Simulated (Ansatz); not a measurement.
Convergence test, CaMg$_{3}$

Theory: Ansatz, DFT r2SCAN, scalar-relativistic, plane waves, PAW.

```cif
data_structure
_symmetry_space_group_name_H-M 'P 1'
_symmetry_Int_Tables_number 1
_cell_length_a 3.4091
_cell_length_b 3.4091
_cell_length_c 10.8807
_cell_angle_alpha 90.000
_cell_angle_beta 90.000
_cell_angle_gamma 120.000
_cell_volume 109.51
loop_
_atom_site_label
_atom_site_type_symbol
_atom_site_fract_x
_atom_site_fract_y
_atom_site_fract_z
_atom_site_occupancy
Ca1 Ca 0.00000 0.00000 0.50000 1
Mg1 Mg 0.00000 0.00000 0.00000 1
Mg2 Mg 0.66667 0.33333 0.76455 1
Mg3 Mg 0.66667 0.33333 0.23545 1
```

| Item | Value |
| --- | --- |
| plane-wave cutoff | 500 eV |
| occupation rule | Gaussian smearing, 0.1 eV |
| spin treatment | unpolarised |

The atoms stay fixed while the k-point mesh is varied. ΔE is the energy extrapolated to zero smearing, less that of the reference run (18×18×6). The cell isn't necessarily relaxed at this level. The meshes are Γ-centred. Pressure is positive in compression.

| mesh | ΔE (meV/atom) | P (GPa) | largest change of a force component (eV/Å) | irreducible points |
| --- | --- | --- | --- | --- |
| 3×3×1 | 226 | -0.80 | 0.084 | 3 |
| 6×6×1 | 65.4 | 0.38 | 0.137 | 7 |
| 6×6×2 | 30.7 | -0.01 | 0.056 | 14 |
| 9×9×2 | 6.27 | -0.01 | 0.046 | 24 |
| 9×9×4 | 5.78 | -0.04 | 0.011 | 36 |
| 12×12×4 | 1.52 | -0.06 | 0.033 | 57 |
| 15×15×4 | -0.57 | -0.10 | 0.007 | 81 |
| 18×18×6 | 0.00 | -0.08 | 0.000 | 148 |

1 further run of this set didn't finish or converge.